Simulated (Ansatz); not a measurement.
TiPd (CsCl type)

```yaml
crystal:
  lattice:
    - [6.20354, 0.00000, 0.00000]
    - [0.00000, 3.10177, 0.00000]
    - [0.00000, 0.00000, 3.10177]
  atoms:
    - { symbol: Ti, position: [0.25000, 0.50000, 0.50000] }
    - { symbol: Ti, position: [0.75000, 0.50000, 0.50000] }
    - { symbol: Pd, position: [0.00000, 0.00000, 0.00000] }
    - { symbol: Pd, position: [0.50000, 0.00000, 0.00000] }
```

A phonon eigenvector at X = (0.5, 0.0, 0.0) is frozen into this cell: atom i moves by Q times the vector below, so Q is the largest atomic displacement, in Å. The cell is held. (q is in reciprocal vectors of the primitive cell; the cell shown is doubled to hold the pattern.)

```json
[
 {"atom": "Pd3", "x": "-1.000", "y": "0.000", "z": "0.000"},
 {"atom": "Pd4", "x": "1.000", "y": "0.000", "z": "0.000"}
]
```

Atoms not listed stay in place.

Calculation: LDA (plane waves to 420 eV, PAW, scalar-relativistic; Ansatz, an electronic-structure program). k mesh 8×15×15 (Γ-centred), Fermi-Dirac smearing 0.05 eV. E stands for the smeared free energy. With partly filled bands, energies and forces of such displacements shift with the k mesh and the smearing. TiPd is run without spin polarisation. TiPd was relaxed with its symmetry unable to fall. The zero of ΔE is the undisplaced structure. The last digit holds for this mesh only.

```
Q (Å)   ΔE (meV/cell)
------  -------------
-0.180          131.7
-0.150           81.9
-0.120           47.1
-0.090       withheld
-0.060           10.0
-0.030            2.4
0.000             0.0
0.030             2.4
0.060            10.0
0.090        withheld
0.120            47.1
0.150            81.9
0.180           131.7
```

Q: Fit an even polynomial form (powers 2, 4) to the given rows and predict ΔE at Q = 0.090.

A: Least squares on the 11 given rows: ΔE = (2647)·Q² + (43820)·Q⁴, in meV/cell with Q in Å; root-mean-square residual 0.09 meV/cell. At 0.090 the fit gives 24.3 meV/cell; the calculation gives 24.2 meV/cell, so the interpolation is off by 0.1 (+0.4 %). The quadratic term alone would give 21.4 meV/cell.

(For displaced atoms, the force is minus the slope of the energy, and its curvature is a force constant, which sets phonon frequencies.)
